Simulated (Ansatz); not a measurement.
**SnO, one structure, two calculations**

Cell: a refined structure from the COD.

```xyz
4
Lattice="3.7986 0.0000 0.0000 0.0000 3.7986 0.0000 0.0000 0.0000 4.8408" Properties=species:S:1:pos:R:3 pbc="T T T"
Sn    1.8993    0.0000    1.1468
Sn    0.0000    1.8993    3.6940
O     0.0000    0.0000    0.0000
O     1.8993    1.8993    0.0000
```

Atoms are numbered from 1 in the order listed; like atoms form one site, named after its first atom.

First run. Level of theory: DFT, PBE, plane waves and PAW, scalar-relativistic, 420 eV cutoff, Γ-centred 8×8×6 k-points, Fermi–Dirac smearing 0.02 eV (Ansatz 0.2.0).

```csv
site,atom,V_zz (10²¹ V/m²),η
Sn,1,-17.62,0.00
O,3,0.11,0.00
```

Second run. The same atoms and settings, except that the mesh is 12×12×10 and the Fermi–Dirac smearing is 0.05 eV.

Question: What does the second run give?

Answer: 

```json
{"site": "Sn", "atom": "1", "V_zz": "-17.61", "η": "0.00", "change of V_zz": "+0.01"}
{"site": "O", "atom": "3", "V_zz": "0.11", "η": "0.00", "change of V_zz": "0.00"}
```

No V_zz moves by more than 0.01. Isomer shifts (Sn against SnO₂, from the density at the nucleus and a line fitted to measured compounds for each functional; the lines scatter by about 0.1 mm/s, so smaller changes between functionals mean little): Sn 2.69 → 2.69 mm/s.

At this cell the principal stresses reach 5 GPa in size with PBE, which can matter for small gradients. The largest force is 0.5 eV/Å, so the atoms aren't at the calculated equilibrium and relaxing them would move these values. Without spin–orbit coupling (the program notes it for Sn) the gradients can shift somewhat, as the gap is small. Semilocal functionals make gaps too small and can close them, so the real compound need not be a metal.
